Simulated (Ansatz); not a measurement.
Relaxed-ion elastic tensor of TaP in space group P-6m2 (No. 187; Ta on 1e, P on 1b) in GPa (Voigt order), the program Ansatz at the LDA level (PAW); density 11.57 g/cm³, 15.21 Å³ per atom.

```
 320   129   177   0.0   0.0   0.0
 129   320   177   0.0   0.0   0.0
 177   177   461   0.0   0.0   0.0
 0.0   0.0   0.0   222   0.0   0.0
 0.0   0.0   0.0   0.0   222   0.0
 0.0   0.0   0.0   0.0   0.0  95.9
```

Q: Is the crystal mechanically stable?

A: Yes: the smallest eigenvalue of C is 95.9 GPa.

Q: Work out the Voigt, Reuss and Hill averages.

A: K_V = 230, K_R = 218, K_H = 224; G_V = 149, G_R = 127, G_H = 138 GPa.

Q: Give Young's modulus, Poisson's ratio, Pugh's ratio and the universal anisotropy index.

A: E = 9KG/(3K + G) = 344 GPa; ν = 0.24; K/G = 1.62 (brittle by the Pugh limit of 1.75); A_U = 5G_V/G_R + K_V/K_R − 6 = 0.93.

Q: Estimate the sound speeds and the Debye temperature.

A: v_l = √((K + 4G/3)/ρ) = 5940 m/s, v_t = √(G/ρ) = 3460 m/s, mean 3830 m/s; Θ = (h/k)(3n/4πV)^(1/3) v_m = 461 K.

Q: Solve the Christoffel equation for the three sound speeds along x, y, z.

A: Eigenvalues of C_ijkl n_j n_l equal ρv². In km/s, slowest first: x 2.88, 4.38, 5.26; y 2.88, 4.38, 5.26; z 4.38, 4.38, 6.31.

Q: How much does each axis shrink under pressure?

A: Linear compressibilities β_i = Σ_j S_ij (j = 1 to 3): x 2.0, y 2.0, z 0.66 per TPa.

The first step of the workflow began from a Materials Project structure, measured or hypothetical; the Crystallography Open Database copy checked does not list it. COD files the formula under space group No. 141. Whether it is the stable phase at ambient conditions was not checked. Symmetry was held in the LDA relaxation; whether a distortion lowers the energy is not shown. No spin polarisation was allowed. As this level gives no gap, shear constants depend on the k-mesh and smearing (Fermi–Dirac, 0.1 eV here). Scalar-relativistic: spin–orbit coupling is off unless named, which matters more the heavier the elements.

Potentials: the earlier of the program's two PAW sets. The files were generated under PBE; for other functionals the program regenerates the frozen cores, and for LDA and PBEsol the local potential too.
